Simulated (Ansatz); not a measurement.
The relaxed structure here is a generated cell of SiNi: the first start was made by a random draw of sites in a space group, and the end was not matched to a known phase here, so it may be hypothetical. Known forms of SiNi include space group No. 62.

The end point of a relaxation of SiNi. Method: PBE (plane waves to 420 eV, PAW, scalar-relativistic; Ansatz, an electronic-structure program).

```cif
data_Ni4Si4
_chemical_formula_sum 'Ni4 Si4'
_space_group_name_H-M_alt 'P 1'
_space_group_IT_number 1
_cell_length_a 4.40641
_cell_length_b 4.40641
_cell_length_c 6.11237
_cell_angle_alpha 101.015
_cell_angle_beta 101.015
_cell_angle_gamma 66.100
loop_
_space_group_symop_operation_xyz
  'x, y, z'
loop_
_atom_site_label
_atom_site_type_symbol
_atom_site_fract_x
_atom_site_fract_y
_atom_site_fract_z
_atom_site_occupancy
Ni1 Ni 0.82578 0.82578 0.81652 1
Ni2 Ni 0.74081 0.74081 0.20910 1
Ni3 Ni 0.33799 0.33799 0.71623 1
Ni4 Ni 0.00115 0.00115 0.53292 1
Si1 Si 0.34340 0.85425 0.90457 1
Si2 Si 0.85425 0.34340 0.90457 1
Si3 Si 0.57564 0.57564 0.48031 1
Si4 Si 0.21035 0.21035 0.30867 1
```

Problem. Determine the symmetry and give the standard cell with its independent sites.

Solution. Space group Cm (No. 8); a = 7.3869 Å, b = 4.8062 Å, c = 6.1124 Å, α = γ = 90.00°, β = 103.18°

```tsv
atom	site	symmetry	x	y	z
Ni	2a	m	0.3258	0.5000	0.8165
Ni	2a	m	0.2408	0.5000	0.2091
Ni	2a	m	0.3380	0.0000	0.7162
Ni	2a	m	0.0012	0.0000	0.5329
Si	4b	1	0.0988	0.2446	0.9046
Si	2a	m	0.0756	0.5000	0.4803
Si	2a	m	0.2103	0.0000	0.3087
```

Problem. Give the shortest distances between elements (the closest pairs, up to four, under 3.6 Å).

Solution. Ni–Si 2.24 Å; Si–Si 2.35 Å; Ni–Ni 2.39 Å.

```json
{
  "volume_per_atom": "13.21 Å³",
  "band_gap": "no gap (metallic)",
  "magnetic_moment": "zero (the starting moments vanished)"
}
```

No spin polarisation in the result: the starting moments vanished. A magnetic state may lie lower.

The run could not lose the symmetry of its start: the end is stationary, and may be a saddle point rather than a minimum.
